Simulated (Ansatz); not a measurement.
A distorted cell of WSi$_{2}$ (MoSi2 type, space group I4/mmm):

```
CELL_PARAMETERS angstrom
     -1.57298     1.57298     3.82240
      1.57298    -1.57298     3.82240
      1.57298     1.57298    -3.82240
ATOMIC_POSITIONS crystal
  W  0.00000 0.00000 0.00000
  Si 0.33387 0.33387 0.00000
  Si 0.66613 0.66613 0.00000
```

These are r2SCAN (plane waves to 500 eV, PAW, scalar-relativistic; Ansatz, a program for electronic structure) values and carry that method's errors. k mesh 20×20×20 (Γ-centred), Fermi-Dirac smearing 0.05 eV. Energies are smeared free energies. Compression counts positive. Spin-orbit coupling is left out, though W is heavy. WSi2 is run without spin polarisation. WSi2 was relaxed with its symmetry unable to fall.

What is the stress tensor (GPa)?


```
   15.7      0.0      0.0
    0.0     15.7      0.0
    0.0      0.0     18.5
```
The pressure, a third of the trace, is 16.6 GPa.

It is the relaxed cell scaled evenly to V/V₀ = 0.940, atoms relaxed where free. What is its energy relative to the relaxed cell?

40 meV/atom.

(A scan under strain: stresses follow from slopes of the energy per volume, elastic moduli from its curvatures.)
